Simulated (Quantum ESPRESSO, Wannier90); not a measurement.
**Wannierisation of GaS (R-3m)**

```
CELL_PARAMETERS angstrom
     -1.80182     3.12085     0.00000
     -3.60365     0.00000     0.00000
     -1.80182     1.04028     7.98931
ATOMIC_POSITIONS crystal
  Ga 0.05082 0.05082 0.84754
  Ga 0.94918 0.94918 0.15246
  S  0.76195 0.76195 0.71416
  S  0.23805 0.23805 0.28584
```

Cell from Materials Project (mp-9889), symmetrised, no further relaxation. Not found in the COD (Crystallography Open Database) copy used, which has the formula in other groups; not checked further. Computed values, not measurements, from PBEsol: Quantum ESPRESSO (norm-conserving PseudoDojo potentials, cutoff 64 Ry, spinors with spin-orbit coupling) on a Γ-centred 6×6×6 mesh, then Wannier90. Density: 10×10×10 mesh, cold smearing 0.01 Ry. The cell is built of weakly bound layers, chains or molecules, whose nearest atoms lie 4.00 Å apart. Database cells relaxed without dispersion often hold them too far apart, which can enlarge gaps and weakens couplings between them; spacing and stacking were not compared with the measured crystal.

The plane-wave run has 72 bands and 38 electrons a cell. On the energy scale of pw.x, whose zero is arbitrary, the valence-band maximum lies at 6.17 eV.

Isolated groups of bands, relative to the valence-band maximum (bands from 39 on overlap up to the last one computed):

```tsv
bands	from (eV)	to (eV)	filling	weight on atomic waves
1–8	-15.15	-14.94	filled	Ga 3d 96 %
9–20	-14.70	-14.33	filled	Ga 3d 98 %
21–24	-14.04	-11.96	filled	S 3s 60 %, Ga 4p 18 %, Ga 3d 13 %
25–38	-7.47	0.00	filled	S 3p 63 %, Ga 4p 20 %, Ga 4s 13 %
```

Input w.win, without the blocks of cell, atoms and k-points (216 lines):

```
num_bands = 52
num_wann = 32
exclude_bands = 1-20
spinors = true
num_iter = 1000
conv_tol = 1.0e-6
conv_window = 4
dis_num_iter = 1000
dis_conv_tol = 1.0e-6
dis_froz_max = 13.80
write_hr = true
write_u_matrices = true
begin projections
f=0.04042,0.06524,-0.15512: s;p
f=-0.06277,-0.04787,0.14941: s;p
f=-0.22451,-0.25210,-0.28519: s;p
f=0.23318,0.23647,0.28093: s;p
end projections
mp_grid = 6 6 6
```

wannier90.x stops with:
```
dis_windows: More states in the frozen window than target WFs
```
At some k-point more bands lie below dis_froz_max than there are Wannier functions, and every frozen state has to fit into the subspace. Mended as below, all else unchanged, the run goes through (Ω_I = 48.2 Å²) and follows the plane-wave bands to 7.9 meV rms (states up to 2.6 eV relative to the valence-band maximum).
```
dis_froz_max = 9.25
```
